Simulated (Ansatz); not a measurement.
Sn2GeTe3 in space group P-3m1 (No. 164; Sn on 2d, Ge on 1b, Te on 2d, Te on 1a), the program Ansatz at the LDA level (PAW), all energies at zero smearing, with the estimated change up to a 700 eV cutoff added, with one set of potentials and settings (totals compare only within such a set). Cell of 6 atoms (2 Sn, 1 Ge, 3 Te): -36457.603 eV.

| element | reference phase | E (eV/atom) |
|---|---|---|
| Sn | I4_1/amd, 2 atoms in the cell | -5879.5359 |
| Ge | Fd-3m, 2 atoms in the cell | -4215.7216 |
| Te | P3_121, 3 atoms in the cell | -6827.2001 |

Formation energy per atom, worked out: (-36457.603 − 2×(-5879.5359) − 1×(-4215.7216) − 3×(-6827.2001))/6 = -0.201 eV/atom (-19 kJ per mol of atoms), at 0 K, without zero-point energy or fitted corrections.

The first step of the workflow began from a Materials Project structure, measured or hypothetical; the Crystallography Open Database copy checked does not list it. With Sn and Ge taken as one species the cell has the higher symmetry Fm-3m, so it may be an ordered model of a mixed-site phase. Its standing as an ambient phase is unchecked. The cell was relaxed with LDA under the symmetry of its start; of distortions, only those at the zone centre were tested, and some modes there are weakly imaginary. The references are the lowest solids computed at this level, not always the standard phases. Spin–orbit coupling is left out wherever it is not named.

Potentials: the later of the program's two PAW sets.
